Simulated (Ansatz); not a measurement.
## 6 guesses for GaRe₂Sb₃ and where they end

Computed with Ansatz, DFT PBE, scalar-relativistic, plane waves, PAW. Settings: cutoff 420 eV, Γ-centred meshes spaced at most about 0.3 Å⁻¹, and about 0.25 Å⁻¹ or finer for metals (2π included), Gaussian smearing. Collinear spin in cells that started with moments and kept them past the coarse steps, no spin elsewhere.

Each guess was relaxed in cell and atoms at zero pressure, within the symmetry of its start. Temperature and zero-point effects are left out. Coordination counts Sb atoms around Ga and Re (those within 1.25 times the shortest such distance or 1.15 times the sum of covalent radii; a plus sign parts nearer from farther groups; the shortest distance is added where it is long for a bond; a slash parts the counts of unlike sites).

```tsv
guess	made from	start group	V start (Å³/atom)	end group	V end (Å³/atom)	coordination at the end	gap on mesh (eV)	largest moment (μB)	E over the lowest end (meV/atom)
1	Hf2GaSb3 type	P-4m2	21.3	P-4m2	19.7	Ga 4+4, Re 7	0	-	0
2	LuB2Os3 type	P6/mmm	22.4	P6/mmm	25.8	Ga 12 from 4.1 Å, Re 6	0	-	378
3	random cell	P6/mmm	25.4	?	?	?	?	?	?
4	random cell	P-6m2	28.1	P-6m2	38.1	Ga 6 from 3.7 Å, Re 3/6 from 3.5 Å	0	1.3	987
5	TlAg3Te2 type	Cmmm	24.7	Cmmm	21.5	Ga 4, Re 6	0	-	277
6	Ba2ClF3 type	P-3m1	22.7	P-3m1	22.1	Ga 6+2 from 3.1 Å, Re 7	0	-	92
```

Guess 3 as it starts:

```yaml
crystal:
  lattice:
    - [4.63863, 0.00000, 0.00000]
    - [-2.31932, 4.01717, 0.00000]
    - [0.00000, 0.00000, 8.18231]
  atoms:
    - { symbol: Ga, position: [0.00000, 0.00000, 0.00000] }
    - { symbol: Re, position: [0.33333, 0.66667, 0.50000] }
    - { symbol: Re, position: [0.66667, 0.33333, 0.50000] }
    - { symbol: Sb, position: [0.33333, 0.66667, 0.00000] }
    - { symbol: Sb, position: [0.66667, 0.33333, 0.00000] }
    - { symbol: Sb, position: [0.00000, 0.00000, 0.50000] }
```

**Question.** Predict the end of this guess and its energy over the lowest end.

**Answer.** It ends in space group P6/mmm (No. 191), with a = 5.000 Å, c = 5.726 Å, 20.7 Å³/atom and no gap, without spin. It lies 0.33 eV/atom over the lowest end, above guess 5 and below guess 2. Counting Sb atoms around Ga and Re, this end has Ga 8, Re 5 and the lowest (guess 1) has Ga 4+4, Re 7. This end holds Sb–Sb nets (shortest 2.89 Å); in the lowest (guess 1) the shortest Sb–Sb distance is 3.39 Å, near bonding range too.

```yaml
crystal:
  lattice:
    - [4.99987, 0.00000, 0.00000]
    - [-2.49994, 4.33002, 0.00000]
    - [0.00000, 0.00000, 5.72574]
  atoms:
    - { symbol: Ga, position: [0.00000, 0.00000, 0.00000] }
    - { symbol: Re, position: [0.33333, 0.66667, 0.50000] }
    - { symbol: Re, position: [0.66667, 0.33333, 0.50000] }
    - { symbol: Sb, position: [0.33333, 0.66667, 0.00000] }
    - { symbol: Sb, position: [0.66667, 0.33333, 0.00000] }
    - { symbol: Sb, position: [0.00000, 0.00000, 0.50000] }
```

Energies over the elements count from the elements' standard structures at the same level, with no fitted energy shifts.

**Question.** Is the lowest end bound against the elements?

**Answer.** No: its formation energy is +0.42 eV/atom. A positive value: parting into the elements would lower its energy.

No dispersion correction is applied, so the spacing and binding between layers, chains or molecules are poorly described (Cmmm), and this can change margins and order among such cells. Spin–orbit coupling, which can matter for Re and Sb, is left out. The magnetic state reached may not be the lowest. Cells relaxed within their symmetry can be saddle points. A lower structure may well exist outside this small set. Some types were kept out of the candidates beforehand, so the set may lack a known form.
